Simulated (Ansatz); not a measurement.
FeBiO3 in space group R-3 (No. 148; Bi on 6c, Fe on 3a, Fe on 3b, O on 18f), DFT-PBEsol in the program Ansatz with PAW potentials, all energies at zero smearing, with the estimated change up to a 700 eV cutoff added, with one set of potentials and settings (totals compare only within such a set). Cell of 10 atoms (2 Bi, 2 Fe, 6 O): -36743.706 eV.

```tsv
element	reference phase	E (eV/atom)
Bi	R-3m, 2 atoms in the cell	-12242.0039
Fe	Im-3m, 1 atoms in the cell, spin-polarised	-4448.8520
O	C2/m, 4 atoms in the cell, spin-polarised	-558.3554
```

Formation energy per atom, worked out: (-36743.706 − 2×(-12242.0039) − 2×(-4448.8520) − 6×(-558.3554))/10 = -1.186 eV/atom (-114 kJ per mol of atoms), at 0 K, without zero-point energy or fitted corrections.

The start of the workflow was typed in or built on a structure type; neither database checked (COD, Materials Project) lists it. It is not the phase usual at ambient conditions (space group No. 161). The PBEsol relaxation kept the symmetry of its start, as lowered by the spin order; its stability against distortions is not shown here. The final state is antiferromagnetic, chosen from 5 collinear starts compared on coarse meshes (ties went to the first, and starts can fall back to one state), not a proven ground state. No Hubbard U is applied. The references are the lowest solids computed at this level, not always the standard phases (solids in place of the gases). Scalar-relativistic: spin–orbit coupling is off unless named, which matters more the heavier the elements.

Potentials: the later of the program's two PAW sets.
